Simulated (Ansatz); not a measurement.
A: HgTe (zinc blende), a = 6.6507 Å, b = 6.6507 Å, c = 6.6507 Å, α = 90.00°, β = 90.00°, γ = 90.00°
B: BeS (zinc blende), a = 4.876 Å, b = 4.876 Å, c = 4.876 Å, α = 90.00°, β = 90.00°, γ = 90.00°
C: NaI (rock salt), a = 6.5290 Å, b = 6.5290 Å, c = 6.5290 Å, α = 90.00°, β = 90.00°, γ = 90.00°

Scan: energy over volume and axial ratio (atoms clamped). One method and one kind of scan serve all of them; meshes and ranges differ. All were relaxed with their symmetry unable to fall. At this level the bands of HgTe touch or barely overlap. Spin-orbit coupling is left out. The relaxed volume of HgTe is well above the measured one; the method has no dispersion term.

### Question
Put the candidates in order of shear modulus C′ = (C11 − C12)/2 (fitted), highest first, for PBE (plane waves to 420 eV, PAW, scalar-relativistic; Ansatz, a program for electronic structure).

### Answer
B (48 GPa), C (11 GPa), A (7 GPa)

(Under strain, the slope of the energy per volume gives the stress and its curvature an elastic modulus.)
